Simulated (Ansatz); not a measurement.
Trial structure of NaWF3, not yet relaxed:

```cif
data_structure
_symmetry_space_group_name_H-M 'P 1'
_symmetry_Int_Tables_number 1
_cell_length_a 4.3433
_cell_length_b 4.3433
_cell_length_c 4.3433
_cell_angle_alpha 90.000
_cell_angle_beta 90.000
_cell_angle_gamma 90.000
_cell_volume 81.93
loop_
_atom_site_label
_atom_site_type_symbol
_atom_site_fract_x
_atom_site_fract_y
_atom_site_fract_z
_atom_site_occupancy
Na1 Na 0.00000 0.00000 0.00000 1
W1 W 0.50000 0.50000 0.50000 1
F1 F 0.50000 0.00000 0.00000 1
F2 F 0.00000 0.50000 0.00000 1
F3 F 0.00000 0.00000 0.50000 1
```

All numbers below come from DFT PBE, scalar-relativistic, plane waves, PAW (Ansatz 0.2.0). Plane waves to 420 eV, a k mesh through Γ of 4×4×4 on the computed 5-atom cell and Gaussian smearing (0.10 eV); collinear spin from starting moments 0.0 0.0 0.0 0.0 0.0 μB.

Energies over the elements count from the elements' standard structures at the same level (F₂ as a molecule), with no fitted energy shifts.

Task: How far from equilibrium is it?

Result: The pressure is -8.7 GPa (it wants to contract), the largest force is 0.00 eV/Å (symmetry fixes the atoms), and the energy is −0.61 eV/atom against the elements. The shortest distance is 2.17 Å.

Task: Is it a good guess?

Result: A fair one: relaxing gains about 0.10 eV/atom (the start's value is from the coarse mesh, so the gain is rough) in 9 ionic steps and ends at −0.71 eV/atom on the finer mesh. The symmetry stays Pm-3m (No. 221). The end has the cubic perovskite type. The volume per atom shrinks by 18.1 %, from 16.4 to 13.4 Å³. The shortest distance goes from 2.17 Å (Na–F) to 2.03 Å (Na–F). Conventional cell: a = 4.064 Å. Na has 6 F at 2.03 Å and 8 W at 3.52 Å; W is surrounded by 12 F at 2.87 Å and 8 Na at 3.52 Å; F is surrounded by 2 Na at 2.03 Å, 4 W at 2.87 Å and 8 F at 2.87 Å.

The last run used collinear spin, a 10×10×10 mesh for its 5-atom cell and Gaussian smearing of 0.10 eV. Spin–orbit coupling, which can matter for W, is left out. Another magnetic order may lie lower. The relaxation can't lower the symmetry of the start, and the grade says only how near the guess is to its own end. A structure relaxed within its symmetry needn't be a true minimum.
